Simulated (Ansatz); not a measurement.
ZrGeS:
```cif
data_Ge2S2Zr2
_chemical_formula_sum 'Zr2 Ge2 S2'
_space_group_name_H-M_alt 'P 1'
_space_group_IT_number 1
_cell_length_a 3.64029
_cell_length_b 3.64029
_cell_length_c 8.06354
_cell_angle_alpha 90.000
_cell_angle_beta 90.000
_cell_angle_gamma 90.000
loop_
_space_group_symop_operation_xyz
  'x, y, z'
loop_
_atom_site_label
_atom_site_type_symbol
_atom_site_fract_x
_atom_site_fract_y
_atom_site_fract_z
_atom_site_occupancy
Zr1 Zr 0.00000 0.50000 0.72528 1
Zr2 Zr 0.50000 0.00000 0.27472 1
Ge1 Ge 0.50000 0.50000 0.00000 1
Ge2 Ge 0.00000 0.00000 0.00000 1
S1 S 0.00000 0.50000 0.37841 1
S2 S 0.50000 0.00000 0.62159 1
```

Relaxed with r²SCAN.

Q: Tabulate the valence density and the electron localisation function along the shortest Ge–Ge contact (2.57 Å), DFT-r²SCAN in the program Ansatz with PAW potentials.

A: 

```
distance from Ge (Å)  density (e/Å³)   ELF
--------------------  --------------  ----
0.26                           26.46  0.01
0.39                           11.15  0.04
0.51                            4.02  0.12
0.64                            1.62  0.25
0.77                            0.85  0.34
0.90                            0.56  0.39
1.03                            0.44  0.45
1.16                            0.39  0.53
1.29                            0.37  0.57
1.42                            0.39  0.53
1.54                            0.44  0.45
1.67                            0.56  0.39
1.80                            0.85  0.34
1.93                            1.62  0.25
2.06                            4.04  0.12
2.19                           11.09  0.04
2.32                           26.58  0.02
```

The density is the valence pseudo-density with augmentation charge, so density and ELF within about 1 Å of a nucleus are not all-electron values.

Space group P4/nmm. The first step of the workflow began from a Materials Project structure, measured or hypothetical; the Crystallography Open Database files this formula in space group No. 129, but the cells were not matched. Its standing as an ambient phase is unchecked. The r²SCAN relaxation kept the symmetry of its start; its stability against distortions is not shown here. The run is not spin-polarised.

Potentials: the later of the program's two PAW sets.
